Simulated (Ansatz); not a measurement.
### Question
Each is relaxed and computed with DFT-PBEsol in the program Ansatz with PAW potentials. Which is the only metal?
A) TiAs, P6_3/mmc (Ti on 4f, As on 2a, As on 2d)
B) BAs, P4_2/mnm (B on 4g, As on 4f)
C) SrTiO3, I4/mcm (Sr on 4b, Ti on 4c, O on 8h, O on 4a)
D) Cs2TlAsI6, Fm-3m (Cs on 8c, Tl on 4b, As on 4a, I on 24e)

### Answer
A, TiAs, P6_3/mmc (Ti on 4f, As on 2a, As on 2d). TiAs: metal; SrTiO3: gap 1.97 eV; Cs2TlAsI6: gap 0.61 eV (direct); BAs: gap 0.61 eV (indirect). Typed or built starts, not in the databases checked: BAs, P4_2/mnm (B on 4g, As on 4f). Not the usual ambient phase: SrTiO3, I4/mcm (Sr on 4b, Ti on 4c, O on 8h, O on 4a); BAs, P4_2/mnm (B on 4g, As on 4f). Standing as an ambient phase not checked: TiAs, P6_3/mmc (Ti on 4f, As on 2a, As on 2d); Cs2TlAsI6, Fm-3m (Cs on 8c, Tl on 4b, As on 4a, I on 24e). Unstable at this level: SrTiO3, I4/mcm (Sr on 4b, Ti on 4c, O on 8h, O on 4a). All cells were relaxed under the symmetry of their starts (and spin orders); stability against distortions was not tested throughout. Rows with no word on spin ran without spin polarisation. Scalar-relativistic: spin–orbit coupling is off unless named, which matters more the heavier the elements.

Potentials: the later of the program's two PAW sets.
